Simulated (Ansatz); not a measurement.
# Telling polymorphs of HfCrAgS₄ apart by 33S

Level of theory: DFT, PBE, plane waves and PAW, scalar-relativistic, 420 eV cutoff (Ansatz 0.2.0). Q(33S) = -69.40 mb, I = 3/2. The cells come from the Materials Project (computed, not necessarily observed phases), with the atoms as given. Spin–orbit coupling is left out, which moves gradients at and beside heavy atoms (Hf) by some per cent and at some sites by far more.

(1) Rank the structures by their largest 33S |C_Q|, smallest first.
A. P2, 14 atoms in the cell run; S sites: (1) 2 Cr at 2.42–2.44 Å, 1 Hf at 2.50 Å, 1 Ag at 2.71 Å. (2) 1 Cr at 2.45 Å, 2 Hf at 2.55–2.58 Å, 1 Ag at 2.74 Å. (3) 1 Cr at 2.46 Å, 2 Hf at 2.55–2.61 Å, 2 Ag at 2.75–2.81 Å. (4) 2 Cr at 2.44–2.45 Å, 1 Hf at 2.51 Å, 2 Ag at 2.77–2.88 Å.
B. P2/m, 14 atoms in the cell run; S sites: (1) 2 Cr at 2.44 Å, 1 Hf at 2.50 Å, 1 Ag at 2.80 Å. (2) 1 Cr at 2.48 Å, 2 Hf at 2.52 Å, 1 Ag at 2.70 Å. (3) 1 Cr at 2.44 Å, 2 Hf at 2.59 Å, 2 Ag at 2.78 Å. (4) 2 Cr at 2.46 Å, 1 Hf at 2.57 Å, 2 Ag at 2.77 Å.
C. Imma, 14 atoms in the cell run; S sites: (1) 1 Cr at 2.44 Å, 1 Ag at 2.49 Å, 2 Hf at 2.55 Å. (2) 2 Cr at 2.46 Å, 1 Ag at 2.49 Å, 1 Hf at 2.55 Å.

## Answers

(1) C (8.56 MHz), A (10.3 MHz), B (12.4 MHz).

In HfCrAgS4 (Imma), HfCrAgS4 (P2), HfCrAgS4 (P2/m) small gradients can still move by 0.1 × 10²¹ V/m² or more with the k-mesh.

The crystals are a selection from a larger pool of database entries, not a random sample of it.
